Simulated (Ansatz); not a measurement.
Ansatz 0.2.0, relaxation: Li₅Sb₄

The command:

```bash
ansatz run input.yaml --threads 2 --pin off --max-ram 3584MiB --backend cpu --events-out ev --progress --plain --runs-dir out
```

The input file (Ansatz 0.2.0, plane waves):

```yaml
crystal:
  lattice:
    - [0.0, 0.0, 3.377061]
    - [4.87884, -4.87884, 1.68853]
    - [4.87884, 4.87884, -1.68853]
  atoms:
    - { symbol: Li, position: [0.0, 0.0, 0.0] }
    - { symbol: Li, position: [0.31212, 0.05866, 0.6829] }
    - { symbol: Li, position: [0.37078, 0.3171, 0.05866] }
    - { symbol: Li, position: [0.68788, 0.94134, 0.3171] }
    - { symbol: Li, position: [0.62922, 0.6829, 0.94134] }
    - { symbol: Sb, position: [0.05161, 0.24427, 0.34749] }
    - { symbol: Sb, position: [0.29588, 0.65251, 0.24427] }
    - { symbol: Sb, position: [0.94839, 0.75573, 0.65251] }
    - { symbol: Sb, position: [0.70412, 0.34749, 0.75573] }
  symmetry: { tolerance: 0.0003 }
kpoints:
  mp_grid: { grid: [6, 6, 6], shift: [0, 0, 0] }
magnetization:
  spin_polarized: false
scf:
  occupations: { method: cold, width: 0.0138 }
  lower_state_search: "off"
hamiltonian:
  pseudopotentials: { kind: paw }
  xc: r2scan
basis:
  ecutwfc: 500
  fft_grid_basis: typed
relax:
  max_steps: 60
  cell: { p_target: 0.0 }
  f_tol: 0.03
output:
  forces: true
  stress: true
  eigenvalues: true
  bader: true
  populations: true
  elf: true
  write_potential: true
  volumetric_format: npy
  dos:
    e_range: [-12, 8]
    de: 0.05
    projected: { site_lists: { Li: [Li], Sb: [Sb] } }
checkpoint:
  read: saved_state
```

Origin of the cell: a known structure type with other elements, at an estimated volume, so it need not be a known compound.

The saved state is a converged single point of the same cell.

Steps («new basis» is an SCF on plane waves selected anew at the same cell):

| step | ΔF (meV/atom) | max force component (eV/Å) | P (GPa) | volume (Å³) | SCF iterations | step was |
| --- | --- | --- | --- | --- | --- | --- |
| 1 | 0.0 | 0.176 | 8.46 | 160.77 | 6 | accepted |
| 2 | -77.8 | 0.140 | 1.28 | 185.27 | 7 | accepted |
| 3 | -93.8 | 0.151 | 0.04 | 192.09 | 8 | accepted |
| 4 | -102.8 | 0.121 | -0.13 | 193.52 | 7 | accepted |
| 5 | -132.1 | 0.390 | 0.26 | 196.46 | 9 | accepted |
| 6 | -205.5 | 0.386 | 0.75 | 196.94 | 8 | accepted |
| 7 | -251.2 | 0.340 | 1.99 | 198.44 | 9 | accepted |
| 8 | -287.7 | 0.161 | 0.46 | 208.75 | 8 | accepted |
| 9 | -306.9 | 0.059 | 0.25 | 217.64 | 9 | accepted |
| 10 | -308.9 | 0.052 | -0.26 | 224.98 | 8 | accepted |
| 11 | -309.9 | 0.007 | 0.02 | 221.65 | 6 | accepted |
| 12 | -310.0 | 0.002 | 0.01 | 221.93 | 6 | accepted |
| 13 | -313.7 | 0.004 | 0.29 | 221.93 | 7 | new basis |
| 14 | -314.1 | 0.011 | 0.08 | 224.16 | 5 | accepted |
| 15 | -314.1 | 0.004 | 0.00 | 225.24 | 6 | accepted |
| 16 | -314.2 | 0.004 | 0.00 | 225.24 | 6 | new basis |

Step 1, with forces in eV/Å:

```xyz
9
Lattice="0.000 0.000 3.377 4.879 -4.879 1.689 4.879 4.879 -1.689" Properties=species:S:1:pos:R:3:forces:R:3 pbc="T T T" step=1
Li    0.000    0.000    0.000    0.000    0.000    0.000
Li    3.618    3.046    0.000   -0.176   -0.055    0.000
Li    1.833   -1.261    1.689    0.055   -0.176    0.000
Li    6.140   -3.046    3.377    0.176    0.055    0.000
Li    7.924    1.261    1.689   -0.055    0.176    0.000
Sb    2.887    0.504    0.000    0.057   -0.029    0.000
Sb    4.375   -1.992    1.689    0.029    0.057    0.000
Sb    6.871   -0.504    3.377   -0.057    0.029    0.000
Sb    5.382    1.992    1.689   -0.029   -0.057    0.000
```

Step 2, with forces in eV/Å:

```xyz
9
Lattice="0.000 0.000 3.539 5.117 -5.117 1.769 5.117 5.117 -1.769" Properties=species:S:1:pos:R:3:forces:R:3 pbc="T T T" step=2
Li    0.000    0.000    0.000    0.000    0.000    0.000
Li    3.762    3.164    0.000   -0.095   -0.140    0.000
Li    1.953   -1.355    1.769    0.140   -0.095    0.000
Li    6.471   -3.164    3.539    0.095    0.140    0.000
Li    8.280    1.355    1.769   -0.140    0.095    0.000
Sb    2.996    0.526    0.000    0.059   -0.140    0.000
Sb    4.590   -2.121    1.769    0.140    0.059    0.000
Sb    7.237   -0.526    3.539   -0.059    0.140    0.000
Sb    5.643    2.121    1.769   -0.140   -0.059    0.000
```

Step 3, with forces in eV/Å:

```xyz
9
Lattice="0.000 0.000 3.545 5.205 -5.205 1.772 5.205 5.205 -1.772" Properties=species:S:1:pos:R:3:forces:R:3 pbc="T T T" step=3
Li    0.000    0.000    0.000    0.000    0.000    0.000
Li    3.703    3.164    0.000   -0.020   -0.029    0.000
Li    2.042   -1.502    1.772    0.029   -0.020    0.000
Li    6.708   -3.164    3.545    0.020    0.029    0.000
Li    8.369    1.502    1.772   -0.029    0.020    0.000
Sb    3.082    0.436    0.000   -0.151   -0.120    0.000
Sb    4.769   -2.123    1.772    0.120   -0.151    0.000
Sb    7.329   -0.436    3.545    0.151    0.120    0.000
Sb    5.642    2.123    1.772   -0.120    0.151    0.000
```

Step 4, with forces in eV/Å:

```xyz
9
Lattice="0.000 0.000 3.498 5.259 -5.259 1.749 5.259 5.259 -1.749" Properties=species:S:1:pos:R:3:forces:R:3 pbc="T T T" step=4
Li    0.000    0.000    0.000    0.000    0.000    0.000
Li    3.654    3.178    0.000   -0.031   -0.061    0.000
Li    2.081   -1.605    1.749    0.061   -0.031    0.000
Li    6.864   -3.178    3.498    0.031    0.061    0.000
Li    8.437    1.605    1.749   -0.061    0.031    0.000
Sb    3.050    0.340    0.000   -0.087    0.121    0.000
Sb    4.919   -2.209    1.749   -0.121   -0.087    0.000
Sb    7.468   -0.340    3.498    0.087   -0.121    0.000
Sb    5.599    2.209    1.749    0.121    0.087    0.000
```

Step 5, with forces in eV/Å:

```xyz
9
Lattice="0.000 0.000 3.330 5.431 -5.431 1.665 5.431 5.431 -1.665" Properties=species:S:1:pos:R:3:forces:R:3 pbc="T T T" step=5
Li    0.000    0.000    0.000    0.000    0.000    0.000
Li    3.695    3.196    0.000    0.082    0.006    0.000
Li    2.235   -1.736    1.665   -0.006    0.082    0.000
Li    7.167   -3.196    3.330   -0.082   -0.006    0.000
Li    8.627    1.736    1.665    0.006   -0.082    0.000
Sb    2.994    0.304    0.000   -0.106    0.390    0.000
Sb    5.127   -2.437    1.665   -0.390   -0.106    0.000
Sb    7.868   -0.304    3.330    0.106   -0.390    0.000
Sb    5.736    2.437    1.665    0.390    0.106    0.000
```

Step 6, with forces in eV/Å:

```xyz
9
Lattice="0.000 0.000 3.166 5.577 -5.577 1.583 5.577 5.577 -1.583" Properties=species:S:1:pos:R:3:forces:R:3 pbc="T T T" step=6
Li    0.000    0.000    0.000    0.000    0.000    0.000
Li    3.819    3.241    0.000    0.157   -0.073    0.000
Li    2.337   -1.758    1.583    0.073    0.157    0.000
Li    7.335   -3.241    3.166   -0.157    0.073    0.000
Li    8.818    1.758    1.583   -0.073   -0.157    0.000
Sb    3.001    0.376    0.000   -0.111    0.386    0.000
Sb    5.201   -2.576    1.583   -0.386   -0.111    0.000
Sb    8.153   -0.376    3.166    0.111   -0.386    0.000
Sb    5.953    2.576    1.583    0.386    0.111    0.000
```

Step 7, with forces in eV/Å:

```xyz
9
Lattice="0.000 0.000 3.001 5.750 -5.750 1.501 5.750 5.750 -1.501" Properties=species:S:1:pos:R:3:forces:R:3 pbc="T T T" step=7
Li    0.000    0.000    0.000    0.000    0.000    0.000
Li    3.982    3.267    0.000    0.175   -0.128    0.000
Li    2.483   -1.767    1.501    0.128    0.175    0.000
Li    7.517   -3.267    3.001   -0.175    0.128    0.000
Li    9.017    1.767    1.501   -0.128   -0.175    0.000
Sb    2.996    0.466    0.000   -0.029    0.340    0.000
Sb    5.284   -2.754    1.501   -0.340   -0.029    0.000
Sb    8.503   -0.466    3.001    0.029   -0.340    0.000
Sb    6.216    2.754    1.501    0.340    0.029    0.000
```

Step 8, with forces in eV/Å:

```xyz
9
Lattice="0.000 0.000 3.049 5.851 -5.851 1.524 5.851 5.851 -1.524" Properties=species:S:1:pos:R:3:forces:R:3 pbc="T T T" step=8
Li    0.000    0.000    0.000    0.000    0.000    0.000
Li    4.241    3.241    0.000    0.109   -0.125    0.000
Li    2.610   -1.611    1.524    0.125    0.109    0.000
Li    7.462   -3.241    3.049   -0.109    0.125    0.000
Li    9.092    1.611    1.524   -0.125   -0.109    0.000
Sb    3.009    0.708    0.000   -0.161   -0.139    0.000
Sb    5.143   -2.842    1.524    0.139   -0.161    0.000
Sb    8.693   -0.708    3.049    0.161    0.139    0.000
Sb    6.559    2.842    1.524   -0.139    0.161    0.000
```

Step 9, with forces in eV/Å:

```xyz
9
Lattice="0.000 0.000 3.034 5.989 -5.989 1.517 5.989 5.989 -1.517" Properties=species:S:1:pos:R:3:forces:R:3 pbc="T T T" step=9
Li    0.000    0.000    0.000    0.000    0.000    0.000
Li    4.409    3.170    0.000    0.015   -0.059    0.000
Li    2.819   -1.580    1.517    0.059    0.015    0.000
Li    7.568   -3.170    3.034   -0.015    0.059    0.000
Li    9.158    1.580    1.517   -0.059   -0.015    0.000
Sb    2.870    0.783    0.000   -0.048    0.002    0.000
Sb    5.205   -3.119    1.517   -0.002   -0.048    0.000
Sb    9.107   -0.783    3.034    0.048   -0.002    0.000
Sb    6.772    3.119    1.517    0.002    0.048    0.000
```

Step 10, with forces in eV/Å:

```xyz
9
Lattice="0.000 0.000 3.029 6.094 -6.094 1.515 6.094 6.094 -1.515" Properties=species:S:1:pos:R:3:forces:R:3 pbc="T T T" step=10
Li    0.000    0.000    0.000    0.000    0.000    0.000
Li    4.536    3.099    0.000    0.050    0.004    0.000
Li    2.995   -1.558    1.515   -0.004    0.050    0.000
Li    7.651   -3.099    3.029   -0.050   -0.004    0.000
Li    9.192    1.558    1.515    0.004   -0.050    0.000
Sb    2.776    0.865    0.000    0.025   -0.052    0.000
Sb    5.228   -3.317    1.515    0.052    0.025    0.000
Sb    9.411   -0.865    3.029   -0.025    0.052    0.000
Sb    6.959    3.317    1.515   -0.052   -0.025    0.000
```

Step 13, with forces in eV/Å:

```xyz
9
Lattice="0.000 0.000 3.034 6.048 -6.048 1.517 6.048 6.048 -1.517" Properties=species:S:1:pos:R:3:forces:R:3 pbc="T T T" step=13
Li    0.000    0.000    0.000    0.000    0.000    0.000
Li    4.499    3.103    0.000    0.001    0.001    0.000
Li    2.945   -1.549    1.517   -0.001    0.001    0.000
Li    7.596   -3.103    3.034   -0.001   -0.001    0.000
Li    9.150    1.549    1.517    0.001   -0.001    0.000
Sb    2.796    0.839    0.000   -0.004    0.000    0.000
Sb    5.209   -3.252    1.517    0.000   -0.004    0.000
Sb    9.300   -0.839    3.034    0.004    0.000    0.000
Sb    6.887    3.252    1.517    0.000    0.004    0.000
```

Step 16, with forces in eV/Å:

```xyz
9
Lattice="0.000 0.000 3.036 6.091 -6.091 1.518 6.091 6.091 -1.518" Properties=species:S:1:pos:R:3:forces:R:3 pbc="T T T" step=16
Li    0.000    0.000    0.000    0.000    0.000    0.000
Li    4.547    3.113    0.000   -0.002   -0.002    0.000
Li    2.978   -1.544    1.518    0.002   -0.002    0.000
Li    7.635   -3.113    3.036    0.002    0.002    0.000
Li    9.204    1.544    1.518   -0.002    0.002    0.000
Sb    2.792    0.860    0.000    0.004   -0.003    0.000
Sb    5.231   -3.299    1.518    0.003    0.004    0.000
Sb    9.390   -0.860    3.036   -0.004    0.003    0.000
Sb    6.951    3.299    1.518   -0.003   -0.004    0.000
```

| Item | Value |
| --- | --- |
| Free energy lowered by | 314.2 meV/atom |
| Volume change | 40.10 % |
| Final pressure | 0.00 GPa |
| Relaxation steps listed | 16 |
| Formation energy (elements under the same functional, gases as molecules, uncorrected) | -0.426 eV/atom |
| Gap on the mesh | none (metal) |

Caveats: no dispersion correction, so spacings can come out too large where layers or molecules are weakly bound; no moments, though an odd count or open d shells may carry them; no spin-orbit coupling, though heavy elements are present; the k mesh is coarse if the cell is a metal; the relaxation held the start's symmetry, so the end may be a saddle point.

It ran for 8 min on 2 threads of Arm Neoverse V1, with other jobs on the host, peak memory 1.1 GiB, from a saved density.
